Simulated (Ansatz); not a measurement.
Mo:
```xyz
1
Lattice="2.6041 0.0000 0.0000 0.0000 2.6041 0.0000 0.0000 0.0000 2.6041" Properties=species:S:1:pos:R:3 pbc="T T T"
Mo     0.0000     0.0000     0.0000
```

Relaxed with PBE. Special points in fractions of this cell's reciprocal vectors: Γ (0.000, 0.000, 0.000); X (0.000, 0.500, 0.000); M (0.500, 0.500, 0.000); R (0.500, 0.500, 0.500).

List the band energies nearest the Fermi level at these points for PBE with spin–orbit coupling in the plane-wave PAW code Ansatz.

In eV from the Fermi level; about four levels below and three above (degenerate sets whole), none deeper than 8.9 eV; points with the same levels are listed once.

```
k                                below                above
-  -----------------------------------  -------------------
Γ              -4.19 -4.19 -4.19 -4.19  3.69 3.69 3.69 3.69
X              -3.52 -3.52 -3.31 -3.31  0.01 0.01 0.53 0.53
M              -5.32 -5.32 -2.30 -2.30  1.17 1.17 1.28 1.28
R  -3.78 -3.78 -3.78 -3.78 -3.69 -3.69  6.18 6.18 6.18 6.18
```

Space group Pm-3m (simple cubic). The cell is a constructed one: a structure type filled with these elements; neither database checked (COD, Materials Project) lists it. It is not the phase usual at ambient conditions (space group No. 229). The PBE relaxation kept the symmetry of its start; whether a distortion lowers the energy is not shown. No spin polarisation was allowed.

Potentials: the later of the program's two PAW sets.
